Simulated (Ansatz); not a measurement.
# Data sheet: Sr (DFT)

Sr:
```yaml
crystal:
  lattice:
    - [4.28831, 0.00000, 0.00000]
    - [-2.14415, 3.71378, 0.00000]
    - [0.00000, 0.00000, 7.10878]
  atoms:
    - { symbol: Sr, position: [0.33333, 0.66667, 0.25000] }
    - { symbol: Sr, position: [0.66667, 0.33333, 0.75000] }
```

Space group P6_3/mmc (No. 194), hcp (Mg type); conventional cell a = 4.2883 Å, b = 4.2883 Å, c = 7.1088 Å, α = 90.00°, β = 90.00°, γ = 120.00°.

Method: plane-wave PAW r²SCAN+D4 (Ansatz code). The cell and atoms are relaxed at this level. Other levels are named where they apply.

### Cell and energy

```yaml
volume_per_atom: 56.61 Å³
density: 2.57 g/cm³
```

### Electronic structure

```yaml
electronic_character: metallic (no gap)
Density of states at the Fermi level: 0.78 states/eV per atom (mean over ±0.08 eV)
```

The workflow started from a Materials Project entry (that database holds measured and hypothetical structures alike); the Crystallography Open Database files this formula in space group No. 194, but the cells were not matched. It is not the phase usual at ambient conditions (space group No. 225). Symmetry was held in the r²SCAN+D4 relaxation; whether a distortion lowers the energy is not shown. The pairwise dispersion correction was not fitted to metals. Axis ratios of metals converge slowly with the k-mesh, so a and c are less sure than the volume. Scalar-relativistic: spin–orbit coupling is off unless named, which matters more the heavier the elements.

Potentials: the later of the program's two PAW sets.
